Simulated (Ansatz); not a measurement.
The elements of this relaxed trial crystal are hidden behind letters.

```
lattice vectors (Å)
   0.0000    4.5289    4.5289
   4.5289    0.0000    4.5289
   4.5289    4.5289    0.0000
fractional positions
X 0.0000 0.0000 0.0000
Z 0.7500 0.7500 0.7500
Q 0.8741 0.3753 0.3753
Q 0.3753 0.8741 0.3753
Q 0.3753 0.3753 0.8741
Q 0.3753 0.3753 0.3753
```

Method: Ansatz, DFT PBE, scalar-relativistic, plane waves, PAW, and for the lanthanide a 4f-in-core norm-conserving potential. Plane waves to 770 eV, an 8×8×8 mesh through Γ for the 6-atom cell and 0.10 eV Gaussian smearing; no spin polarisation.

| Property | Result |
| --- | --- |
| Space group | F-43m (No. 216) |
| Conventional cell | a = 9.058 Å |
| Volume per atom | 30.96 Å³ |
| Density | 4.56 g/cm³ |
| Formation energy | −0.13 eV/atom |
| Gap on the 8×8×8 mesh of the 6-atom cell | 0 eV (a metal) |

Energies are uncorrected and count from the elements' standard states at the same level.

Task: X is an s-block element of period 3, Z is a lanthanide and Q is a p-block element of period 4. Which elements are they?

Result: X = Na, Z = Er, Q = Br, so the formula is NaErBr4. Density times volume gives a mean mass of 4.56 × 30.96/1.6605 = 85.0 u per atom, and this set has 85.0 u. Na is surrounded by 12 Br at 3.76 Å and 4 Er at 3.92 Å; around Er lie 12 Br at 3.75 Å and 4 Na at 3.92 Å; around Br lie 6 Br at 3.20–3.21 Å, 3 Er at 3.75 Å and 3 Na at 3.76 Å. Other sets within the hints have nearly the same mass, so mass alone doesn't settle it; this one was computed.

A structure relaxed within its symmetry needn't be a true minimum. Another cell of NaErBr4 relaxed alike, in P4/mmm, lies 1.50 eV/atom lower, so this cell isn't the stable form at this level.

The lanthanide is trivalent by construction, without f bands, f moments or other valences. The reference runs of the other elements, and any phases without the lanthanide, used 420 eV, which shifts energies against them by under 10 meV/atom. The lanthanide's reference is the lowest of its hcp, dhcp and fcc cells.
